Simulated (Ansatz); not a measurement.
The elements of this relaxed trial crystal are hidden behind letters.

```
lattice vectors (Å)
   3.5048    0.0000    0.0000
   0.0000    3.5048    0.0000
   0.0000    0.0000    5.3135
fractional positions
X 0.5000 0.5000 0.0000
X 0.0000 0.5000 0.6330
X 0.5000 0.0000 0.3670
Z 0.5000 0.5000 0.5000
Z 0.0000 0.0000 0.5000
```

Method: Ansatz 0.2.0, DFT PBE, scalar-relativistic, plane waves, PAW. The final run on the 5-atom cell used 420 eV, a Γ-centred 10×10×8 mesh, 0.10 eV smearing and no spin polarisation.

| Item | Value |
| --- | --- |
| Space group | P-4m2 (No. 115) |
| Conventional cell | a = 3.505 Å, c = 5.314 Å |
| Volume per atom | 13.05 Å³ |
| Density | 2.86 g/cm³ |
| Formation energy | +0.14 eV/atom |
| Gap on the 10×10×8 mesh of the 5-atom cell | 0 eV (a metal) |

Energies are uncorrected and count from the elements' standard states at the same level.

Problem. X is a p-block element of period 3 and Z is a p-block element of period 2. Which elements are they?

Solution. X = Si, Z = N, so the formula is Si3N2. Density times volume gives a mean mass of 2.86 × 13.05/1.6605 = 22.5 u per atom, and this set has 22.5 u. Among the elements that the hints allow, noble gases aside, only these give it. Si on a site of symmetry -4m2 is surrounded by 4 Si at 2.62 Å and 2 N at 2.66 Å; Si on a site of symmetry 2mm is surrounded by 4 N at 1.89 Å and 2 Si at 2.62 Å; N on its first site has 4 Si at 1.89 Å, 4 N at 2.48 Å and 2 Si at 2.66 Å; 1 more site not described.

Symmetry constrained the relaxation, so the result can be a saddle point.
